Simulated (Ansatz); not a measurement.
TiO$_{2}$ (rutile, P4_2/mnm), PBE in the plane-wave PAW code Ansatz, all energies at zero smearing, with the estimated change up to a 700 eV cutoff added, with one set of potentials and settings (totals compare only within such a set). Cell of 6 atoms (2 Ti, 4 O): -7277.332 eV.

```json
[
 {"element": "Ti", "reference phase": "P6/mmm, 3 atoms in the cell", "E (eV/atom)": "-2499.6739"},
 {"element": "O", "reference phase": "C2/m, 4 atoms in the cell, spin-polarised", "E (eV/atom)": "-565.0000"}
]
```

Formation energy per atom, worked out: (-7277.332 − 2×(-2499.6739) − 4×(-565.0000))/6 = -2.997 eV/atom (-289 kJ per mol of atoms), at 0 K, without zero-point energy or fitted corrections.

The cell was relaxed with PBE under the symmetry of its start. At this level the phase is dynamically unstable (imaginary phonons). The run is not spin-polarised. The references are the lowest solids computed at this level, not always the standard phases (solids in place of the gases).

Potentials: the later of the program's two PAW sets.
